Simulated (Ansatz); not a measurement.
According to DFT-PBEsol in the program Ansatz with PAW potentials, ZnSnO₃ in the trigonal phase (R3c; Zn on 6a, Sn on 6a, O on 18b) relaxes to a = 5.278 Å, c = 14.011 Å. Sn has 6 nearest neighbours from 2.05 Å (octahedral). Against the elements it lies at -1.56 eV/atom, with no fitted shifts.

The Kohn–Sham gap is 1.25 eV (direct). The valence maximum lies at Γ and the conduction minimum at Γ. The screened hybrid HSE06 puts the gap at 3.05 eV. Gap from PBEsol with spin–orbit coupling: 1.23 eV. The electron mass is 0.19 mₑ (isotropic).

The bulk modulus is 180 GPa. The relaxed-ion elastic constants in GPa are C11 = 313, C12 = 150, C13 = 122, C14 = 1.0, C33 = 249, C44 = 71.0. The elastic constants imply a Debye temperature near 497 K. Perturbation theory gives ε∞ = 5.01 (xx = yy), 4.85 (zz). Born charges are Zn +2.33, Sn +4.23, O -2.19 e. Bader charges are Zn +1.27, Sn +2.41, O -1.23 e.

The cell was relaxed with PBEsol under the symmetry of its start. The references are the lowest solids computed at this level, not always the standard phases (solids in place of the gases). Spin–orbit coupling is left out wherever it is not named.

Potentials: the later of the program's two PAW sets.
